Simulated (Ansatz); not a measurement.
Relaxed SnSe2 (CdI2 type):

```xyz
6
Lattice="7.6514 0.0000 0.0000 -1.9128 3.3132 0.0000 0.0000 0.0000 6.2288" Properties=species:S:1:pos:R:3 pbc="T T T"
Sn     0.0000     0.0000     0.0000
Sn     3.8257     0.0000     0.0000
Se     0.0000     2.2088     1.5757
Se     3.8257     2.2088     1.5757
Se     1.9128     1.1044     4.6531
Se     5.7385     1.1044     4.6531
```

In this cell atom 1 (Sn, nearest neighbour Se at 2.713 Å; its periodic images, 3.8 Å or more away, move with it) is moved by s towards the nearest neighbour, unit vector (0.705, 0.407, -0.581); all other atoms and the cell stay fixed.

The numbers are results of r2SCAN+rVV10 (plane waves to 500 eV, PAW, scalar-relativistic; Ansatz, a quantum-chemistry and plane-wave program), not measurements. k mesh 4×8×5 (Γ-centred), Fermi-Dirac smearing 0.05 eV. The energy includes the smearing's −TS. Left out: 2 of 11 points, with atoms too close for the PAW data. As the smearing reaches across the gap at some points, energies and forces of such displacements shift with the k mesh and the smearing. SnSe2 was relaxed with its symmetry unable to fall. The PAW data are Ansatz's earlier set. The zero of ΔE is the undisplaced structure. The last digit holds for this mesh only.

| s (Å) | ΔE (meV/cell) |
|---|---|
| -0.648 | 3147.6 |
| -0.486 | 1445.5 |
| -0.324 | withheld |
| -0.162 | 124.1 |
| 0.000 | 0.0 |
| 0.162 | 124.1 |
| 0.324 | withheld |
| 0.486 | 1445.5 |
| 0.648 | 3147.6 |

Question: Fit an even polynomial form (powers 2, 4, 6) to the given rows and predict ΔE at s = 0.324.

Answer: Least squares on the 7 given rows: ΔE = (4568)·s² + (6050)·s⁴ + (2195)·s⁶, in meV/cell with s in Å; root-mean-square residual 0.14 meV/cell. At 0.324 the fit gives 548.7 meV/cell; the calculation gives 548.8 meV/cell, so the interpolation is off by -0.1 (-0.0 %). The quadratic term alone would give 479.5 meV/cell.

(For displaced atoms, the force is minus the slope of the energy, and its curvature is a force constant, which sets phonon frequencies.)
